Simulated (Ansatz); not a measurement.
MoIr₃:
```xyz
4
Lattice="3.8863 0.0000 0.0000 0.0000 3.8863 0.0000 0.0000 0.0000 3.8863" Properties=species:S:1:pos:R:3 pbc="T T T"
Ir     0.0000     1.9432     1.9432
Ir     1.9432     1.9432     0.0000
Ir     1.9432     0.0000     1.9432
Mo     0.0000     0.0000     0.0000
```

Relaxed with PBE. Special points in fractions of this cell's reciprocal vectors: Γ (0.000, 0.000, 0.000); X (0.000, 0.500, 0.000); M (0.500, 0.500, 0.000); R (0.500, 0.500, 0.500).

Problem. List the band energies nearest the Fermi level at these points for PBE (plane waves, PAW; program Ansatz).

Solution. In eV from the Fermi level; about four levels below and three above (degenerate sets whole), none deeper than 8.9 eV; points with the same levels are listed once.

| k | below | above |
|---|---|---|
| Γ | -3.32 -3.32 -3.32 -0.80 -0.80 | 0.78 1.39 1.39 1.39 |
| X | -0.61 -0.61 -0.25 -0.04 | 1.00 1.39 2.84 |
| M | -1.31 -0.37 -0.04 -0.04 | 2.81 2.81 4.11 |
| R | -0.72 -0.16 -0.16 -0.16 | 0.83 0.83 0.83 |

Space group Pm-3m (Cu3Au type). The cell is a constructed one: a structure type filled with these elements; neither database checked (COD, Materials Project) lists it. COD files the formula under space group No. 194. Whether it is the stable phase at ambient conditions was not checked. The cell was relaxed with PBE under the symmetry of its start; whether a distortion lowers the energy is not shown. The run is not spin-polarised. Spin–orbit coupling is left out wherever it is not named.

Potentials: the earlier of the program's two PAW sets.
